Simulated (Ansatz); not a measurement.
Si3N4: field gradients at two levels of theory

Cell: a structure deposited in the COD, ions relaxed with PBE at fixed cell.

```cif
data_Si3N4
_symmetry_space_group_name_H-M 'P6_3/m'
_symmetry_Int_Tables_number 176
_cell_length_a 7.6374
_cell_length_b 7.6374
_cell_length_c 2.9220
_cell_angle_alpha 90.000
_cell_angle_beta 90.000
_cell_angle_gamma 120.000
loop_
_atom_site_label
_atom_site_type_symbol
_atom_site_symmetry_multiplicity
_atom_site_Wyckoff_symbol
_atom_site_fract_x
_atom_site_fract_y
_atom_site_fract_z
Si Si 6 h 0.1745 0.7684 0.2500
N7 N 2 c 0.3333 0.6667 0.2500
N9 N 6 h 0.3299 0.0304 0.2500
```

One atom of each set is listed.

First run. All values are calculated (Ansatz; DFT, PBE, plane waves and PAW, scalar-relativistic, 420 eV cutoff, Γ-centred 4×4×9 k-points, Fermi–Dirac smearing 0.02 eV), not measured.

```json
{"site": "Si", "V_zz (10²¹ V/m²)": "0.96", "η": "0.47"}
{"site": "N7", "V_zz (10²¹ V/m²)": "-5.02", "η": "0.00"}
{"site": "N9", "V_zz (10²¹ V/m²)": "-5.08", "η": "0.07"}
```

Second run. The same atoms and settings, except that the gradients are read without the response of the frozen cores to their surroundings (frozen_core: stored), which the first run includes.

Question: What does the second run give?

Answer: 

| site | V_zz | η | change of V_zz |
| --- | --- | --- | --- |
| Si | 0.88 | 0.32 | -0.08 |
| N7 | -5.22 | 0.00 | -0.20 |
| N9 | -5.28 | 0.07 | -0.20 |

The largest change of V_zz is on N9, from -5.08 to -5.28. In per cent, |V_zz| changes by -8 on Si, +4 on N (all sites that start above 0.5).

The database positions were far from equilibrium, so the relaxed structure may not be the compound's real one.
